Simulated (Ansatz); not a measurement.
Data:

MgRh (CsCl type)

```xyz
4
Lattice="6.0946 0.0000 0.0000 0.0000 3.0473 0.0000 0.0000 0.0000 3.0473" Properties=species:S:1:pos:R:3 pbc="T T T"
Mg     0.0000     0.0000     0.0000
Mg     3.0473     0.0000     0.0000
Rh     1.5236     1.5236     1.5236
Rh     4.5709     1.5236     1.5236
```

The atoms are displaced by Q × the pattern below (from a DFPT mode at X = (0.5, 0.0, 0.0), largest move 1; Q in Å), at fixed cell. It is one choice among 2 degenerate patterns. (q is in reciprocal vectors of the primitive cell; the cell shown is doubled to hold the pattern.)

```tsv
atom	x	y	z
Mg1	0.000	0.000	-1.000
Mg2	0.000	0.000	1.000
```

Atoms not listed stay in place.

The numbers are results of LDA (plane waves to 420 eV, PAW, scalar-relativistic; Ansatz, a first-principles code), not measurements. k mesh 8×15×15 (Γ-centred), Fermi-Dirac smearing 0.05 eV. The energy includes the smearing's −TS. With partly filled bands, energies and forces of such displacements shift with the k mesh and the smearing. MgRh is run without spin polarisation. MgRh was relaxed with its symmetry unable to fall. The zero of ΔE is the undisplaced structure.

The scan covers Q from -0.280 to 0.280 Å in 13 points.

Q: Which space group does the distorted structure have?

A: Pmma (No. 51), lowered from Pm-3m.

Q: Is this a single well or a double well?

A: A single well with its minimum at or next to zero displacement.

Q: What is the energy change at Q = 0.280 Å?

A: 485 meV/cell.

Q: What harmonic wavenumber does the curvature at Q = 0 give?

A: 265 cm⁻¹.

(For displaced atoms, the force is minus the slope of the energy, and its curvature is a force constant, which sets phonon frequencies.)
